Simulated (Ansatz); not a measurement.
input.yaml (Ansatz)

```yaml
crystal:
  lattice:
    - [-1.9246244317, 1.9246244317, 1.9246244317]
    - [1.9246244317, -1.9246244317, 1.9246244317]
    - [1.9246244317, 1.9246244317, -1.9246244317]
  atoms:
    - { symbol: Te, position: [0.0, 0.0, 0.0] }
hamiltonian:
  xc: r2scan0
  pseudopotentials:
    kind: paw
    azcp:
      Te: "pseudopotentials/Te.paw.azcp"
basis:
  ecutwfc: 500
  fft_grid_basis: typed
kpoints:
  mp_grid: { grid: [6, 6, 6], shift: [0, 0, 0] }
magnetization:
  spin_polarized: false
scf:
  occupations: { method: fermi_dirac, width: 0.1 }
```

Terminal output

```
Engine: ansatz 0.2.0, aarch64-unknown-linux-gnu
Pseudopotentials: kind: paw
Pseudopotential: Te, paw, valence charge 16, recommended cutoff 500 eV (meta_gga) 
Functional definition: r2SCAN0
  parameter a = 0.25
  parameter k0 = 0.174
  parameter k1 = 0.065
  parameter a1 = 4.9479
  exchange = (1 - a)*r2scan_x(k0 = k0, k1 = k1, a1 = a1) + a*exact_x
  correlation = r2scan_c
Crystal: 1 atoms, lattice volume = 28.517 Å³
Basis set: ecut = 500 eV, 683 PW (Γ), exchange–correlation on 100×100×100 points (64 copies of the dense FFT grid, shifted against one another)
Bands: 12, of which v1, the nominal top of the filled ones, is band 8 counted from 1 (7 counted from 0)
Symmetry: 48 space group operations
Space group: Im-3m (ITA 229), of the structure as read, at distance tolerance 3.1e-5 Å
k-points: 16 of 216
Non-local potential: Te, projectors of the file, l = 0: 2, l = 1: 2, l = 2: 2, l = 3: 2
PAW form: soft (Blöchl's): semilocal exchange-correlation on the pseudo side does not see the compensation charge
PAW frozen core: Te, regenerated for the run's functional, and the local potential with it (the file was generated under x = pbe(κ = 0.804, μ = 0.2195149727645171), c = pbe(β = 0.06672455060314922))
PAW one-centre angular grid: Te, 590 points (default); XC on 160 Gauss nodes
Initial density: superposition of atomic densities (neutral atoms: chi_scale 0, normalization atom), corrected by the library's trained network
Initial wavefunctions: pseudopotential atomic-orbital guess
Functional: x = r2scan, c = r2scan; τ floored in thin density (d = 2e-4 eV/Å³), warm-up for x = 0.75 r2scan + 0.25 exact, c = r2scan; τ floored in thin density (d = 2e-4 eV/Å³)
SCF iter   1: F=—  HF=-6994.379247 eV  |F-HF|=—  |Δ(HF+E_count)|=         —  Δρ=2.77e-3  dr2=1.20e-3  dr2_τ=2.47e-4  ethr=1.77e-3  ⟨swp⟩=10.7  Hψ=913  notcnv=0
SCF iter   2: F=—  HF=-6994.389076 eV  |F-HF|=—  |Δ(HF+E_count)|=   9.83e-3  Δρ=1.95e-3  dr2=5.92e-4  dr2_τ=2.08e-5  ethr=7.51e-6  ⟨swp⟩=3.4  Hψ=520  notcnv=0  defer=4
iter 3 solved again at ethr=2.81e-7 eV; its pass at ethr=3.70e-6 eV (dr2=4.50e-5 eV) is discarded
SCF iter   3: F=—  HF=-6994.389821 eV  |F-HF|=—  |Δ(HF+E_count)|=   7.45e-4  Δρ=4.67e-4  dr2=4.51e-5  dr2_τ=1.20e-6  ethr=2.81e-7  ⟨swp⟩=2.2  Hψ=725  notcnv=0  defer=2
SCF iter   4: F=—  HF=-6994.389868 eV  |F-HF|=—  |Δ(HF+E_count)|=   4.66e-5  Δρ=7.82e-5  dr2=1.50e-6  dr2_τ=1.70e-8  ethr=2.81e-7  ⟨swp⟩=3.1  Hψ=390  notcnv=0  defer=1
SCF iter   5: F=—  HF=-6994.389870 eV  |F-HF|=—  |Δ(HF+E_count)|=   1.64e-6  Δρ=2.26e-5  dr2=1.70e-7  dr2_τ=3.49e-9  ethr=9.35e-9  ⟨swp⟩=3.1  Hψ=397  notcnv=0  defer=1
SCF iter   6: F=—  HF=-6994.389870 eV  |F-HF|=—  |Δ(HF+E_count)|=   1.28e-7  Δρ=6.01e-6  dr2=7.89e-9  dr2_τ=5.21e-10  ethr=1.06e-9  ⟨swp⟩=3.0  Hψ=412  notcnv=0
SCF iter   7: F=—  HF=-6994.389870 eV  |F-HF|=—  |Δ(HF+E_count)|=   2.51e-9  Δρ=1.80e-6  dr2=1.30e-9  dr2_τ=2.01e-11  ethr=4.93e-11  ⟨swp⟩=3.6  Hψ=468  notcnv=0
SCF iter   8: F=-6994.389870 eV  HF=-6994.389870 eV  |F-HF|=6.46e-11  |Δ(HF+E_count)|=  5.17e-10  Δρ=6.97e-7  dr2=1.48e-10  dr2_τ=4.93e-12  ethr=8.10e-12  ⟨swp⟩=2.9  Hψ=384  notcnv=0
SCF 1 converged in 8 iterations: F = -6994.389870 eV  dr2 = 1.48e-10
Initial density: handed on by an earlier stage of this run
Initial wavefunctions: those handed on with the density
Functional: x = 0.75 r2scan + 0.25 exact, c = r2scan; τ floored in thin density (d = 2e-4 eV/Å³)
Frozen-core exchange: fock
iter 1 solved again at ethr=1.07e-5 eV; its pass at ethr=1.00e-1 eV (dr2=1.70e-3 eV) is discarded
SCF iter   1: F=—  HF=-6994.166574 eV  |F-HF|=—  |Δ(HF+E_count)|=         —  Δρ=2.72e-3  dr2=2.32e-3  dr2_τ=2.32e-5  ethr=1.07e-5  ⟨swp⟩=5.2  Hψ=996  notcnv=0
SCF iter   2: F=—  HF=-6994.166024 eV  |F-HF|=—  |Δ(HF+E_count)|=   5.50e-4  Δρ=1.24e-3  dr2=6.56e-4  dr2_τ=3.60e-6  ethr=1.07e-5  ⟨swp⟩=2.0  Hψ=326  notcnv=0
SCF iter   3: F=—  HF=-6994.165987 eV  |F-HF|=—  |Δ(HF+E_count)|=   3.70e-5  Δρ=8.94e-5  dr2=3.05e-4  dr2_τ=2.40e-7  ethr=2.14e-6  ⟨swp⟩=2.9  Hψ=372  notcnv=0
SCF iter   4: F=—  HF=-6994.169120 eV  |F-HF|=—  |Δ(HF+E_count)|=   3.13e-3  Δρ=3.99e-4  dr2=4.70e-5  dr2_τ=5.19e-7  ethr=1.14e-8  ⟨swp⟩=5.0  Hψ=753  notcnv=0
SCF iter   5: F=—  HF=-6994.169109 eV  |F-HF|=—  |Δ(HF+E_count)|=   1.06e-5  Δρ=2.92e-5  dr2=4.17e-6  dr2_τ=2.32e-9  ethr=1.14e-8  ⟨swp⟩=3.9  Hψ=481  notcnv=0
SCF iter   6: F=-6994.169143 eV  HF=-6994.169143 eV  |F-HF|=3.92e-7  |Δ(HF+E_count)|=   3.39e-5  Δρ=6.91e-5  dr2=1.16e-6  dr2_τ=2.41e-8  ethr=4.11e-10  ⟨swp⟩=5.0  Hψ=741  notcnv=0  defer=1
SCF 2 stopped early in 6 iterations: F = -6994.169143 eV  dr2 = 1.16e-6
hybrid outer 1: dexx = +3.397e-3 eV, tail = 1.94e-5 eV
Frozen-core exchange: fock
SCF iter   1: F=—  HF=-6994.169030 eV  |F-HF|=—  |Δ(HF+E_count)|=         —  Δρ=4.77e-5  dr2=2.10e-6  dr2_τ=4.76e-9  ethr=6.05e-7  ⟨swp⟩=3.3  Hψ=408  notcnv=0
iter 2 solved again at ethr=5.34e-11 eV; its pass at ethr=2.06e-9 eV (dr2=8.54e-9 eV) is discarded
SCF iter   2: F=—  HF=-6994.169030 eV  |F-HF|=—  |Δ(HF+E_count)|=   2.07e-7  Δρ=1.11e-5  dr2=1.81e-6  dr2_τ=1.62e-9  ethr=5.34e-11  ⟨swp⟩=2.9  Hψ=921  notcnv=0  defer=9
SCF iter   3: F=—  HF=-6994.169077 eV  |F-HF|=—  |Δ(HF+E_count)|=   4.66e-5  Δρ=2.14e-5  dr2=1.91e-7  dr2_τ=3.66e-10  ethr=5.30e-11  ⟨swp⟩=4.7  Hψ=664  notcnv=0
SCF iter   4: F=-6994.169077 eV  HF=-6994.169077 eV  |F-HF|=8.07e-9  |Δ(HF+E_count)|=   1.17e-7  Δρ=5.56e-6  dr2=1.08e-8  dr2_τ=6.57e-10  ethr=5.30e-11  ⟨swp⟩=4.0  Hψ=592  notcnv=0
SCF 3 converged in 4 iterations: F = -6994.169077 eV  dr2 = 1.08e-8
hybrid outer 2: dexx = +2.747e-7 eV, tail = 4.97e-8 eV, Δε = 3.68e-3 eV (about 3.33e-4 eV left of the loop's levels)
hybrid SCF converged: 2 outer / 10 inner (+8 warm-up), last move |dexx| = 2.75e-7 eV, tail = 4.97e-8 eV
Stability not checked: this state was not tested for a lower state beside it, because the functional holds exact exchange (a hybrid, or Hartree-Fock), whose exchange loop this test does not read (fock_operator; see scf.lower_state_search)
Free energy (F): -6994.169077 eV
Frozen-core exchange: fock
Harris-Foulkes:  -6994.169077 eV  (|F-HF|=8.07e-9)
Internal energy: -6994.158172 eV  (E = F + TS)
E sigma→0 (E₀):  -6994.163624 eV
Entropy (-TS):   -0.010905 eV (-10.905 meV/atom)
Fermi energy:    11.283563 eV
--- Per-component energies (eV) ---
  E_band       = -275.738426
  E_kinetic    = 179.356857
  E_local      = -1024.502905  (includes V_loc(G=0)·N_el)
  E_nonlocal   = -311.995950
  E_hartree    = 706.176031
  E_xc         = -89.376069
  E_vxc        = -85.306786  (∫ρ·V_xc dr)
  E_exx        = -51.336420  (= α·E_x^exact, valence–valence)
  E_paw        = -4659.948384  (= ΣΔE_a)
  E_vpaw       = -347.504949  (= ΣTr[D̂ρ^β])
  E_aug_tail   = -0.000037  (compensation charges beyond the density's cutoff)
  E_vtau       = 4.538778  (kinetic-family band-sum trace: ∫τ·v_τ [+ j·A + Jᵃ·Aᵃ] dr)
  E_ewald      = -1742.591916
  E_core_change = 0.060621  (= ΣΔE_core)
  E_smearing   = -0.010905  (= −TS)
  E_closure    = -0.000000  (closes the sum)
  Σ components = -6994.169077   (vs F -6994.169077, Δ=0.00e0)
--- Band table (eV; the first three rows and the last of 16) ---
  k-point 0: bands = ["-30.1456", "-30.1456", "-30.1456", "-30.1118", "-30.1118", "-5.3163", "14.8137", "14.8137", "14.8137", "22.5429"]
  k-point 1: bands = ["-30.1479", "-30.1406", "-30.1317", "-30.1146", "-30.1132", "-4.7406", "11.3221", "13.5198", "14.5332", "20.3972"]
  k-point 2: bands = ["-30.1524", "-30.1343", "-30.1162", "-30.1161", "-30.1040", "-3.1530", "6.1954", "11.6905", "14.0480", "18.4488"]
  k-point 15: bands = ["-30.1440", "-30.1440", "-30.0953", "-30.0953", "-30.0953", "1.0082", "6.9722", "6.9722", "6.9722", "14.9475"]
  guard bands above this table: 2 of the run's 12 bands. The solve was not asked for them (output.publish_guard_bands: true or output.eigenvalues: true publishes all)
```

Command:

```sh
ansatz run input.yaml --threads 4 --pin off --max-ram 8192MiB --backend cpu --events-out ev --progress --plain --runs-dir out
```

On 4 threads of Arm Neoverse N1 (shared host) this took about 7.8 s of wall time and 23 s of CPU time, with 1 GiB at the peak.
